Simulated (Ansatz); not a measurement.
## Collinear states of WSe

Computed with DFT PBE+U, scalar-relativistic, plane waves, PAW in Ansatz.

```cif
data_structure
_symmetry_space_group_name_H-M 'P 1'
_symmetry_Int_Tables_number 1
_cell_length_a 4.0680
_cell_length_b 4.0680
_cell_length_c 6.7661
_cell_angle_alpha 90.000
_cell_angle_beta 90.000
_cell_angle_gamma 120.000
_cell_volume 96.97
loop_
_atom_site_label
_atom_site_type_symbol
_atom_site_fract_x
_atom_site_fract_y
_atom_site_fract_z
_atom_site_occupancy
W1 W 0.00000 0.00000 0.00000 1
W2 W 0.00000 0.00000 0.50000 1
Se1 Se 0.33333 0.66667 0.25000 1
Se2 Se 0.66667 0.33333 0.75000 1
```

The plane-wave cutoff is 420 eV and the Γ-centred k-mesh is 12×12×6. The occupation rule is Gaussian smearing, 0.1 eV and the U_eff on Löwdin-orthogonalised atomic d orbitals is W 6.2 eV. The list of starting moments (μB, in atom order) is 1 1 0 0 and the check for lower electronic states after the SCF is on.

All runs keep this geometry, which stands near equilibrium for the lowest state (largest force there 0.000 eV/Å, pressure 0.0 GPa; forces reach 1.96 eV/Å in another state) and needn't be a stable compound; relaxing each order would shift the differences by some 30 meV/atom, going by the pressures and a bulk modulus of about 150 GPa. Signs run over the atoms with starting moments. A propagation vector, in units of the reciprocal vectors, doubles the cell, which takes an equally dense mesh. The large starts are 2.5 2.5 0 0 μB. The small starts are 0.5 0.5 0 0 μB. Spin–orbit coupling is left out, which for heavy magnetic ions can matter as much as these differences. Site moments are spin moments in atom-centred spheres that scale with the neighbour distance. The states are those that the runs reached from these starts; a lower one can exist.

Problem. Starts tried: no spin; ferromagnetic; large parallel starting moments; antiferromagnetic in the cell, signs +-; antiferromagnetic, doubled cell, propagation vector (0, 0, 1/2); antiferromagnetic, doubled cell, propagation vector (0, 1/2, 0); small parallel starting moments. Which state comes out lowest, and what are the moments?

Solution. The lowest state is ferromagnetic, reached from the start “ferromagnetic” and the start “large parallel starting moments” and the start “small parallel starting moments”, with site moments (μB) W +3.23 (×2), Se -0.26 (×2).

```csv
start,ends,energy above lowest (meV/atom),site moments (μB),gap on mesh (eV),P (GPa)
no spin,non-magnetic,911,none over 0.05,0.20,-8.1
ferromagnetic,ferromagnetic,0.00,"W +3.23 (×2), Se -0.26 (×2)",metal,0.0
large parallel starting moments,ferromagnetic,0.00,"W +3.23 (×2), Se -0.26 (×2)",metal,0.0
"antiferromagnetic in the cell, signs +-",ferrimagnetic,197,"W +3.45, W -2.09",metal,-2.3
"antiferromagnetic, doubled cell, propagation vector (0, 0, 1/2)",antiferromagnetic,90.8,"W +3.19 (×2), Se -0.30, W -3.19 (×2), Se +0.30",metal,-0.7
"antiferromagnetic, doubled cell, propagation vector (0, 1/2, 0)",antiferromagnetic,145,"W +3.16 (×2), Se +0.06 (×2), Se -0.06 (×2), W -3.16 (×2)",metal,-0.9
small parallel starting moments,ferromagnetic,0.00,"W +3.23 (×2), Se -0.26 (×2)",metal,0.0
```

Cost: 7 runs of about 28 core-minutes in all, on Intel Xeon Platinum 8259CL (Skylake/Cascade Lake) (shared hosts).